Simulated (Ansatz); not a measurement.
Bi:
Space group Fm-3m (No. 225); a = b = c = 5.007 Å, α = β = γ = 90.00°

```
atom  site  symmetry       x       y       z
----  ----  --------  ------  ------  ------
Bi      4a      m-3m  0.0000  0.0000  0.0000
```
(The calculation used a cell of 1 atom; values per cell refer to that cell.)

Relaxed with r²SCAN.

Question: Which orbitals make up the states near the Fermi level in DFT-r²SCAN in the program Ansatz with PAW potentials?

Answer: Within 0.5 eV of the Fermi level: Bi 6p 93 %. Projections are on Löwdin-orthogonalised atomic valence shells; empty p or d shells of many metals are not among them.

Question: Tabulate the density of states.

Answer: States/eV per cell of 1 atom, in 0.25 eV bins, energy from the Fermi level.

| E (eV) | total | Bi 6p | Bi 6s |
|---|---|---|---|
| -7.85 | 0.00 | 0.00 | 0.00 |
| -7.60 | 0.00 | 0.00 | 0.00 |
| -7.35 | 0.00 | 0.00 | 0.00 |
| -7.10 | 0.00 | 0.00 | 0.00 |
| -6.85 | 0.00 | 0.00 | 0.00 |
| -6.60 | 0.00 | 0.00 | 0.00 |
| -6.35 | 0.00 | 0.00 | 0.00 |
| -6.10 | 0.00 | 0.00 | 0.00 |
| -5.85 | 0.00 | 0.00 | 0.00 |
| -5.60 | 0.01 | 0.01 | 0.00 |
| -5.35 | 0.12 | 0.12 | 0.00 |
| -5.10 | 0.21 | 0.21 | 0.00 |
| -4.85 | 0.28 | 0.27 | 0.01 |
| -4.60 | 0.43 | 0.42 | 0.01 |
| -4.35 | 0.60 | 0.57 | 0.02 |
| -4.10 | 0.85 | 0.81 | 0.04 |
| -3.85 | 1.03 | 0.97 | 0.05 |
| -3.60 | 0.97 | 0.89 | 0.06 |
| -3.35 | 0.62 | 0.56 | 0.06 |
| -3.10 | 0.36 | 0.30 | 0.05 |
| -2.85 | 0.43 | 0.38 | 0.05 |
| -2.60 | 0.50 | 0.44 | 0.04 |
| -2.35 | 0.52 | 0.46 | 0.04 |
| -2.10 | 0.52 | 0.47 | 0.04 |
| -1.85 | 0.53 | 0.48 | 0.04 |
| -1.60 | 0.52 | 0.48 | 0.04 |
| -1.35 | 0.52 | 0.47 | 0.03 |
| -1.10 | 0.53 | 0.48 | 0.03 |
| -0.85 | 0.57 | 0.52 | 0.03 |
| -0.60 | 0.61 | 0.56 | 0.03 |
| -0.35 | 0.65 | 0.60 | 0.03 |
| -0.10 | 0.68 | 0.63 | 0.02 |
| 0.15 | 0.77 | 0.72 | 0.02 |
| 0.40 | 0.86 | 0.81 | 0.02 |
| 0.65 | 0.84 | 0.79 | 0.02 |
| 0.90 | 0.81 | 0.77 | 0.02 |
| 1.15 | 0.79 | 0.74 | 0.01 |
| 1.40 | 0.77 | 0.72 | 0.01 |
| 1.65 | 0.74 | 0.70 | 0.01 |
| 1.90 | 0.72 | 0.68 | 0.01 |
| 2.15 | 0.70 | 0.66 | 0.01 |
| 2.40 | 0.69 | 0.65 | 0.01 |
| 2.65 | 0.67 | 0.63 | 0.01 |
| 2.90 | 0.65 | 0.62 | 0.01 |
| 3.15 | 0.64 | 0.61 | 0.00 |
| 3.40 | 0.57 | 0.55 | 0.00 |
| 3.65 | 0.43 | 0.41 | 0.00 |
| 3.90 | 0.35 | 0.34 | 0.00 |
| 4.15 | 0.30 | 0.29 | 0.00 |
| 4.40 | 0.26 | 0.25 | 0.00 |
| 4.65 | 0.24 | 0.21 | 0.00 |

The start of the workflow was typed in or built on a structure type; neither database checked (COD, Materials Project) lists it. It is not the phase usual at ambient conditions (space group No. 166). The cell was relaxed with r²SCAN under the symmetry of its start. At this level the phase is mechanically unstable. Scalar-relativistic: spin–orbit coupling is off unless named, which matters more the heavier the elements.

Potentials: the later of the program's two PAW sets.
